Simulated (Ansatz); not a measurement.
Ansatz (a quantum-chemistry and plane-wave program) input:

Ansatz 0.2 input:
```yaml
crystal:
  lattice:
    - [-2.8626371111, 2.8626371111, 5.3923185852]
    - [2.8626371111, -2.8626371111, 5.3923185852]
    - [2.8626371111, 2.8626371111, -5.3923185852]
  atoms:
    - { symbol: Cd, position: [0.0, 0.0, 0.0] }
    - { symbol: Ga, position: [0.25, 0.75, 0.5] }
    - { symbol: Ga, position: [0.5, 0.5, 0.0] }
    - { symbol: Se, position: [0.8627916856, 0.3953836069, 0.9784467494] }
    - { symbol: Se, position: [0.6046163931, 0.5830631425, 0.4674080787] }
    - { symbol: Se, position: [0.4169368575, 0.8843449362, 0.0215532506] }
    - { symbol: Se, position: [0.1156550638, 0.1372083144, 0.5325919213] }
kpoints:
  mp_grid: { grid: [6, 6, 6] }
  band_path:
    path:
      - [[0.0, 0.0, 0.0], [0.0, 0.0, 0.5], [0.25, 0.25, 0.25], [0.0, 0.5, 0.0], [0.0, 0.0, 0.0], [0.5, 0.5, -0.5], [0.3204565733, 0.6795434267, -0.3204565733]]  # Γ-X-P-N-Γ-M-S
      - [[-0.3204565733, 0.3204565733, 0.3204565733], [0.0, 0.0, 0.0]]  # S_0-Γ
      - [[0.0, 0.0, 0.5], [-0.1409131466, 0.1409131466, 0.5]]  # X-R
      - [[0.5, 0.5, -0.1409131466], [0.5, 0.5, -0.5]]  # G-M
      - [VBM, CBM]
    npoints: 8
basis: { xc_grid: 2 }
hamiltonian:
  xc: pbesol
  pseudopotentials: { kind: paw }
magnetization: { noncollinear: true, spin_orbit: true }
scf:
  n_extra_bands: 14
  convergence: { dr2_threshold: 0.0000000001 }
  occupations: { method: gaussian, width: 0.01 }
checkpoint: { write: soc.run }
output: { eigenvalues: true }
```

Output (shortened):

```
Pseudopotential: Cd, paw_fr, valence charge 20
Pseudopotential: Ga, paw_fr, valence charge 13
Pseudopotential: Se, paw_fr, valence charge 16
Functional definition: PBEsol
non-collinear run that drives no moment, with spin-orbit …
Crystal: 7 atoms, lattice volume = 176.754 Å³
Basis set: ecut = 420 eV, 3451 PW (Γ), exchange–correlation on 96×96×96 points (8 copies of the dense FFT grid, shifted against one another)
Bands: 124, of which v1, the nominal top of the filled ones, is band 110 counted from 1 (109 counted from 0)
Symmetry: 4 space group operations + 4 with time reversal
k-points: 36 of 216 (time reversal used)
Projection manifold: j_resolved (fully-relativistic pseudo-atomic orbitals)
SCF iter   1: F=—  HF=-37376.845072 eV  |F-HF|=—  |Δ(HF+E_count)|=         —  Δρ=5.34e-2  dr2=5.50e0  dr2_m=0.00e0 (ungated)  ethr=3.10e-3  |M|=0.00e0 ∫|m|=0.00e0 μB  |m|>n=0.0e0 m-floor=0.0e0 τ_xc=0.0e0  β_m=0.30  ⟨swp⟩=6.6  Hψ=19320  notcnv=0  defer=14
preconditioner: auto → Resta (q_TF=auto, 2.521 Å⁻¹)
spin=Noncollinear: Resta preconditioning applied to the charge; magnetization (m_x, m_y, m_z) channels mix plain (no charge-response kernel on spin).
SCF iter   2: F=—  HF=-37375.555991 eV  |F-HF|=—  |Δ(HF+E_count)|=    1.29e0  Δρ=3.19e-2  dr2=1.92e0  dr2_m=0.00e0 (ungated)  ethr=3.10e-3  |M|=0.00e0 ∫|m|=0.00e0 μB  |m|>n=0.0e0 m-floor=0.0e0 τ_xc=0.0e0  β_m=0.49  ⟨swp⟩=2.1  Hψ=6743  notcnv=0  defer=280
SCF iter   3: F=—  HF=-37374.887027 eV  |F-HF|=—  |Δ(HF+E_count)|=   6.69e-1  Δρ=9.75e-3  dr2=1.17e-1  dr2_m=0.00e0 (ungated)  ethr=1.74e-3  |M|=0.00e0 ∫|m|=0.00e0 μB  |m|>n=0.0e0 m-floor=0.0e0 τ_xc=0.0e0  β_m=0.61  ⟨swp⟩=3.0  Hψ=5734  notcnv=0  defer=280
SCF iter   4: F=—  HF=-37374.856053 eV  |F-HF|=—  |Δ(HF+E_count)|=   3.10e-2  Δρ=2.48e-3  dr2=1.13e-2  dr2_m=0.00e0 (ungated)  ethr=1.06e-4  |M|=0.00e0 ∫|m|=0.00e0 μB  |m|>n=0.0e0 m-floor=0.0e0 τ_xc=0.0e0  β_m=0.60  ⟨swp⟩=2.2  Hψ=8879  notcnv=0  defer=296
SCF iter   5: F=—  HF=-37374.854500 eV  |F-HF|=—  |Δ(HF+E_count)|=   1.55e-3  Δρ=8.63e-4  dr2=1.91e-3  dr2_m=0.00e0 (ungated)  ethr=1.03e-5  |M|=0.00e0 ∫|m|=0.00e0 μB  |m|>n=0.0e0 m-floor=0.0e0 τ_xc=0.0e0  β_m=0.74  ⟨swp⟩=2.3  Hψ=6964  notcnv=0  defer=298
SCF iter   6: F=—  HF=-37374.855360 eV  |F-HF|=—  |Δ(HF+E_count)|=   8.60e-4  Δρ=3.76e-4  dr2=2.06e-4  dr2_m=0.00e0 (ungated)  ethr=1.73e-6  |M|=0.00e0 ∫|m|=0.00e0 μB  |m|>n=0.0e0 m-floor=0.0e0 τ_xc=0.0e0  β_m=0.73  ⟨swp⟩=2.0  Hψ=6790  notcnv=0  defer=298
SCF iter   7: F=—  HF=-37374.855454 eV  |F-HF|=—  |Δ(HF+E_count)|=   9.47e-5  Δρ=1.21e-4  dr2=3.12e-5  dr2_m=0.00e0 (ungated)  ethr=1.87e-7  |M|=0.00e0 ∫|m|=0.00e0 μB  |m|>n=0.0e0 m-floor=0.0e0 τ_xc=0.0e0  β_m=0.75  ⟨swp⟩=2.0  Hψ=7858  notcnv=0  defer=298
SCF iter   8: F=—  HF=-37374.855510 eV  |F-HF|=—  |Δ(HF+E_count)|=   5.61e-5  Δρ=4.52e-5  dr2=3.66e-6  dr2_m=0.00e0 (ungated)  ethr=2.84e-8  |M|=0.00e0 ∫|m|=0.00e0 μB  |m|>n=0.0e0 m-floor=0.0e0 τ_xc=0.0e0  β_m=0.87  ⟨swp⟩=2.0  Hψ=7575  notcnv=0  defer=298
SCF iter  14: F=-37374.855504 eV  HF=-37374.855504 eV  |F-HF|=1.46e-11  |Δ(HF+E_count)|=  4.37e-11  Δρ=1.76e-7  dr2=4.12e-11  dr2_m=0.00e0 (ungated)  ethr=1.00e-12  |M|=0.00e0 ∫|m|=0.00e0 μB  |m|>n=0.0e0 m-floor=0.0e0 τ_xc=0.0e0  ⟨swp⟩=9.1  Hψ=18283  notcnv=0
SCF 1 converged in 14 iterations: F = -37374.855504 eV  dr2 = 4.12e-11
NSCF: frozen V_eff on 36 k-points
NSCF: frozen V_eff on 36 k-points
NSCF: frozen V_eff on 20 k-points
NSCF: frozen V_eff on 3 k-points
NSCF: frozen V_eff on 5 k-points
NSCF: frozen V_eff on 3 k-points
NSCF: frozen V_eff on 3 k-points
NSCF: frozen V_eff on 3 k-points
NSCF: frozen V_eff on 85 k-points
SCF converged after 14 iterations
Magnetization: |M| = 0.0000 μB,  M = (+0.0000, +0.0000, +0.0000) μB
Absolute magnetization: 0.0000 μB (∫|m|)
  site 0: m = (+0.0000, +0.0000, +0.0000) μB, |m| = 0.0000 μB  (R = 1.09 Å)
  site 1: m = (+0.0000, +0.0000, +0.0000) μB, |m| = 0.0000 μB  (R = 1.00 Å)
  site 2: m = (+0.0000, +0.0000, +0.0000) μB, |m| = 0.0000 μB  (R = 1.00 Å)
  site 3: m = (+0.0000, +0.0000, +0.0000) μB, |m| = 0.0000 μB  (R = 1.00 Å)
  site 4: m = (+0.0000, +0.0000, +0.0000) μB, |m| = 0.0000 μB  (R = 1.00 Å)
  site 5: m = (+0.0000, +0.0000, +0.0000) μB, |m| = 0.0000 μB  (R = 1.00 Å)
  site 6: m = (+0.0000, +0.0000, +0.0000) μB, |m| = 0.0000 μB  (R = 1.00 Å)
Free energy (F): -37374.855504 eV
Harris-Foulkes:  -37374.855504 eV  (|F-HF|=1.46e-11)
Internal energy: -37374.855504 eV  (E = F + TS)
E sigma→0 (E₀):  -37374.855504 eV
Fermi energy:    7.655638 eV
--- Per-component energies (eV) ---
  E_band       = -2214.800960
  E_kinetic    = 1210.300631
  E_local      = -18099.898006  (includes V_loc(G=0)·N_el)
  E_nonlocal   = -1480.359983
  E_hartree    = 8689.568517
  E_xc         = -724.742530
  E_vxc        = -728.275267  (∫ρ·V_xc dr)
  E_paw        = -15390.573339  (= ΣΔE_a)
  E_vpaw       = -495.702954  (= ΣTr[D̂ρ^β])
  E_aug_tail   = -0.002539  (compensation charges beyond the density's cutoff)
  E_ewald      = -11585.273162
  E_core_change = 6.124908  (= ΣΔE_core)
  E_smearing   =  0.000000  (= −TS)
  E_closure    = 0.000000  (closes the sum)
  Σ components = -37374.855504   (vs F -37374.855504, Δ=0.00e0)
  [band-id]    e_kinetic+e_local+e_nonlocal+2·e_hartree+e_vxc+e_vpaw+e_augmentation_tail = -2214.801083   (vs E_band -2214.800960, Δ=-1.23e-4)
--- Band table (eV; the first three rows and the last of 36) ---
  k-point 0: bands = ["-94.5774", "-94.5774", "-59.7444", "-59.7444", "-53.9038", "-53.9038", "-53.8914", "-53.8914", "-40.4551", "-40.4551", "-40.4551", "-40.4551", "-40.4550", "-40.4550", "-40.4550", "-40.4550", "-40.3876", "-40.3876", "-40.3876", …
  k-point 1: bands = ["-94.5774", "-94.5774", "-59.7444", "-59.7444", "-53.9038", "-53.9038", "-53.8914", "-53.8914", "-40.4552", "-40.4551", "-40.4551", "-40.4551", "-40.4551", "-40.4550", "-40.4550", "-40.4550", "-40.3876", "-40.3876", "-40.3876", …
  k-point 2: bands = ["-94.5774", "-94.5774", "-59.7444", "-59.7444", "-53.9038", "-53.9038", "-53.8914", "-53.8914", "-40.4552", "-40.4551", "-40.4551", "-40.4551", "-40.4550", "-40.4550", "-40.4550", "-40.4550", "-40.3876", "-40.3876", "-40.3876", …
  k-point 35: bands = ["-94.5774", "-94.5774", "-59.7444", "-59.7444", "-53.9038", "-53.9038", "-53.8914", "-53.8914", "-40.4551", "-40.4551", "-40.4551", "-40.4551", "-40.4550", "-40.4550", "-40.4550", "-40.4550", "-40.3876", "-40.3876", "-40.3876", …
```

Cost: about 14 core-minutes (a rough figure) on shared cores.

Space group I-4. The workflow started from a Materials Project entry (that database holds measured and hypothetical structures alike); the Crystallography Open Database files this formula in space group No. 82, but the cells were not matched. Its standing as an ambient phase is unchecked. The cell was relaxed with PBEsol under the symmetry of its start; whether a distortion lowers the energy is not shown.

Potentials: the later of the program's two PAW sets.

Ansatz is a plane-wave DFT program.
